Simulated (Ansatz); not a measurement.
WS2:
```
WS2
1.0
    3.17204     0.00000     0.00000
   -1.58602     2.74707     0.00000
    0.00000     0.00000    12.55222
W S
2 4
Direct
  0.33333   0.66667   0.25000
  0.66667   0.33333   0.75000
  0.33333   0.66667   0.62566
  0.66667   0.33333   0.37434
  0.66667   0.33333   0.12566
  0.33333   0.66667   0.87434
```

Relaxed with r²SCAN+D4.

Question: Map the electron localisation function on the plane through (0.333, 0.667, 0.250) spanned by u = [0, 0, 1] and v = [1, -1, 0] in lattice vectors, from plane-wave PAW r²SCAN+D4 (Ansatz code).

Answer: x is the fraction of u, y of v (the angle between them is 90°; rows are the nearest grid lines); atoms in the plane: W at (0.00, 0.00), W at (0.50, 0.33), S at (0.38, 0.00), S at (0.12, 0.33), S at (0.88, 0.33), S at (0.62, 0.00).
```
| =#-:.    -@@@:  +*--*+  :@@@-    .:-#= |
|:+#-:..   :%@@- .*#--#*. -@@%:   ..:-#+:|
|*#*::..   .%@@*:+##--##+:*@@%.   ..::*#*|
|*=.....    =%%%%%#*--*#%%%%%=    .....=*|
|-:....     :*####*====*####*:     ....:-|
|::...       :==+==-==-==+==:       ...::|
|=-:.         ....::==::....         .:-=|
|+=:.             .:==:.             .:=+|
|+=:.             .:==:.             .:=+|
|+=::....         .:--:.         ....::=+|
|==-==+==:       ...::...       :==+==-==|
|===*####*:     ....::....     :*####*===|
|--*#%%%%%=    .....==.....    =%%%%%#*--|
|:-*%##%@@#    ....-**-....    #@@%##%*-:|
|:-##+:*@@%.   ..::*##*::..   .%@@*:+##-:|
|.-*+  :@@@-    .:-#==#-:.    -@@@:  +*-.|
|.-#*. =@@%:   .::-#++#-::.   :%@@= .*#-.|
|.-#%+-#@@%.  .:--:*##*:--:.  .%@@#-+%#-.|
|.:*%%%%@@*  .=+*+-=**=-+*+=.  *@@%%%%*:.|
|.:=%@@@%%-  +#%%%+-==-+%%%#+  -%%@@@%=:.|
|+=-+%%%#+  -%%@@@%=::=%@@@%%-  +#%%%+-=+|
|*#*:--:.  .%@@#-+%#--#%+-#@@%.  .:--:*#*|
|:+#-::.   :%@@= .*#--#*. =@@%:   .::-#+:|
| =#-:.    -@@@:  +*--*+  :@@@-    .:-#= |
```
Scale: ten equal steps from 0.000 (start of ' ') to 0.947 (end of '@'), in the order ' .:-=+*#%@'; x runs from 0.000 to 1.00, y from 0.000 (bottom) to 1.00 (top).

The density is the valence pseudo-density with augmentation charge, so density and ELF within about 1 Å of a nucleus are not all-electron values.

Space group P6_3/mmc. The r²SCAN+D4 relaxation kept the symmetry of its start; phonons on a q-mesh show no instability. No spin polarisation was allowed. Spin–orbit coupling is left out wherever it is not named.

Potentials: the earlier of the program's two PAW sets.
